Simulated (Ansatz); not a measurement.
A geometry of GaPt away from equilibrium: step 2 of the relaxation of a relaxed GaPt cell displaced along its unstable phonon at q = (½, ½, 0) of its primitive reciprocal cell (88i cm⁻¹), largest move 0.15 Å. These are PBE (plane waves to 420 eV, PAW, scalar-relativistic; Ansatz, an electronic-structure program) values and carry that method's errors. Γ-centred k-mesh 11×11×11 on the run's cell (coarser than for final values), Fermi–Dirac smearing 0.05 eV. The plane waves were selected for a different cell earlier on the path.

```yaml
crystal:
  lattice:
    - [0.00000, 5.08229, 5.15687]
    - [2.54114, 2.54114, 5.15687]
    - [2.54114, 2.54114, 0.00000]
  atoms:
    - { symbol: Ga, position: [0.00000, 0.94546, 0.05454] }
    - { symbol: Ga, position: [0.50000, 0.05454, 0.94546] }
    - { symbol: Pt, position: [0.00000, 0.44593, 0.55407] }
    - { symbol: Pt, position: [0.50000, 0.55407, 0.44593] }
```

**Question.** Give the Cartesian forces on all atoms (eV/Å).

**Answer.** 
| atom | Fx | Fy | Fz |
|---|---|---|---|
| Ga1 | 0.00 | 0.00 | -0.57 |
| Ga2 | 0.00 | 0.00 | 0.57 |
| Pt3 | 0.00 | 0.00 | -0.39 |
| Pt4 | 0.00 | 0.00 | 0.39 |

The path ends in P4/nmm (No. 129). No spin polarisation in the result.

The run could not lose the symmetry of its start: the end is stationary, and may be a saddle point rather than a minimum.

The end of the path is a generated cell of GaPt: the first start was made by placing the elements on the sites of a structure type, and the end was not matched to a known phase here, so it may be hypothetical.
